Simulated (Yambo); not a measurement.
Yambo run on Al3BC (space group P6_3/mmc, No. 194). The wavefunctions are norm-conserving PBEsol (Quantum ESPRESSO, 82 Ry, no spin-orbit coupling) ones on a 6×6×1 mesh (16 occupied bands); a = 3.4812 Å, b = 3.4812 Å, c = 11.4684 Å, α = 90.00°, β = 90.00°, γ = 120.00°.

Yambo input:

```
rim_cut
gw0
dyson
el_el_corr
HF_and_locXC
ppa
em1d
RandQpts= 1000000
RandGvec= 1 Ry
EXXRLvcs= 82 Ry
VXCRLvcs= 328 Ry
Chimod= "HARTREE"
% BndsRnXp
 1 | 76 |
%
NGsBlkXp= 8 Ry
% LongDrXp
 1.0 | 1.0 | 1.0 |
%
PPAPntXp= 27.2114 eV
% GbndRnge
 1 | 76 |
%
GTermKind= "BG"
DysSolver= "n"
ExtendOut
% QPkrange
 1 | 1 | 16 | 17 |
 4 | 4 | 17 | 17 |
%
```

k points by index: 1 = Γ, 4 = M.

The o-*.qp file then holds:

```
#    K-point    Band    Eo [eV]    E [eV]    E-Eo [eV]    Vxc [eV]    Vnlxc [eV]    Sc|Eo [eV]    Sc|E [eV]    dSc/dw|Eo [eV]    Re(Z)    Im(Z)
#
    1    16    0.000000    -0.019225    -0.019225    -12.09694    -13.49605    1.374516    1.379886    -7.570742    0.782335    -0.001549
    1    17    1.621435    2.065492    0.444057    -11.11493    -6.917973    -3.636510    -3.752901    -7.130329    0.792368    -0.001512
    4    17    0.381952    0.767106    0.385154    -9.642613    -5.891603    -3.271807    -3.365857    -6.642816    0.803779    -0.001414
```
(The two width columns are left out.) Convergence of these settings isn't established.

Geometry of the Materials Project entry, not relaxed at this level.

The structure is a Materials Project entry; no match was found in the copy of COD used, and its stability was not checked.
